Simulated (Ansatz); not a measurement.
InP (zinc blende, F-43m), PBE (plane waves, PAW; program Ansatz). The conduction-band minimum lies at Γ, with 1 equivalent valley. Second derivatives d²E/dk² of the lowest band at one valley (eV·Å²), along Cartesian directions:

```
direction  d²E/dk²
---------  -------
[100]        210.9
[010]        210.9
[001]        210.9
[110]        210.8
[101]        210.8
[011]        210.8
```

Q: Find the principal effective masses, the density-of-states mass and the conductivity mass.

A: Off-diagonal terms follow from H_xy = H[110] − (H_xx + H_yy)/2, and m*/mₑ = 7.620 eV·Å² over each eigenvalue: 0.036, 0.036, 0.036. One valley's DOS mass (m₁m₂m₃)^(1/3) = 0.036, conductivity mass 3/(Σ 1/mᵢ) = 0.036 mₑ.

Q: What effective density of states Nc follows at 300 K for parabolic valleys?

A: Nc = 2.509e19 × 1 × (0.036)^(3/2) ≈ 1.7e17 cm⁻³.

The PBE relaxation kept the symmetry of its start. Spin–orbit coupling is left out wherever it is not named.

Potentials: the earlier of the program's two PAW sets.

Edges and masses are those of Kohn–Sham bands, whose gap is no quasiparticle gap.
